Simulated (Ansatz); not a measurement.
Cr2O3 (corundum, space group No. 167) at seven volumes, plane-wave PAW PBEsol (Ansatz code), shape and atoms relaxed at each. One row is withheld.

```json
[
 {"V (Å³/atom)": "8.456", "P (GPa)": "23.36"},
 {"V (Å³/atom)": "8.735", "P (GPa)": "14.75"},
 {"V (Å³/atom)": "9.014", "P (GPa)": "6.95"},
 {"V (Å³/atom)": "9.293", "P (GPa)": "0.00"},
 {"V (Å³/atom)": "9.571", "P (GPa)": "?"},
 {"V (Å³/atom)": "9.850", "P (GPa)": "-11.45"},
 {"V (Å³/atom)": "10.129", "P (GPa)": "-16.01"}
]
```

Q: Fit the shown pressures and predict the withheld one.

A: Third-order Birch–Murnaghan: P = (3/2)B₀(x^(7/2) − x^(5/2))[1 + (3/4)(B′ − 4)(x − 1)] with x = (V₀/V)^(2/3). Least squares on the six rows gives V₀ = 9.295 Å³/atom, B₀ = 214.3 GPa, B′ = 3.08. At V = 9.571, x = 0.9807 and P = -5.99 GPa. The run itself gave -6.13 GPa.

Space group R-3c (corundum). The PBEsol relaxation kept the symmetry of its start, as lowered by the spin order. The final state is antiferromagnetic, chosen from 5 collinear starts compared on coarse meshes (ties went to the first, and starts can fall back to one state), not a proven ground state. Textbook magnetic order: antiferromagnetic. No Hubbard U is applied.

Potentials: the later of the program's two PAW sets.
